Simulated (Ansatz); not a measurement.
Data:

AlAs:
Space group F-43m (No. 216); a = 5.629 Å, b = 5.629 Å, c = 5.629 Å, α = 90.00°, β = 90.00°, γ = 90.00°

```
atom  site  symmetry       x       y       z
----  ----  --------  ------  ------  ------
As      4c      -43m  0.2500  0.2500  0.2500
Al      4a      -43m  0.0000  0.0000  0.0000
```
(The calculation used a cell of 2 atoms; values per cell refer to that cell.)

This is the LDA-relaxed structure.

Question: All from LDA in the plane-wave PAW code Ansatz, unless another level is named. Give the electronic dielectric constant ε∞ (DFPT).

Answer: 9.44.

Question: What about the largest static χ(2) component?

Answer: 72 pm/V.

Question: Next, the static dielectric constant ε0 (ions relaxed, cell fixed)?

Answer: 11.4.

The LDA relaxation kept the symmetry of its start; phonons on a q-mesh show no instability. Scalar-relativistic: spin–orbit coupling is off unless named, which matters more the heavier the elements.

Potentials: the later of the program's two PAW sets.
